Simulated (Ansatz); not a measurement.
A plane-wave DFT run in Ansatz 0.2.0 (scalar-relativistic PAW potentials unless the input names others): input and command.

```yaml
crystal:
  lattice:
    - [2.7562196009, 0.0, 0.0]
    - [-1.3781098004, 2.3869561928, 0.0]
    - [0.0, 0.0, 4.5751869918]
  atoms:
    - { symbol: Al, position: [0.6666666667, 0.3333333333, 0.75] }
    - { symbol: Al, position: [0.3333333333, 0.6666666667, 0.25] }
basis:
  ecutwfc: 500
kpoints:
  mp_grid: { grid: [18, 18, 10] }
hamiltonian:
  xc: r2scan
scf:
  max_iter: 60
output:
  forces: true
  eigenvalues: true
  stress: true
```

```bash
ansatz run input.yaml --threads 1 --pin off --max-ram 2560MiB --backend cpu --events-out ev --progress --plain --runs-dir out
```

Problem. What will the program do with this input?

Solution. The program refuses it, because of no occupation method (scf.occupations: {"method": "gaussian", "width": 0.1} → not typed). With the sound run's settings it is accepted.

Abridged log:
```
Error: YAML parse error: `scf.occupations.method` is required: fixed only where the cell keeps a band gap throughout the run, explicit beside scf.occupations.values (under evaluate: without them), else a smearing such as fermi_dirac (scf.occupations.width is optional; its entry in the input reference gives the default)
```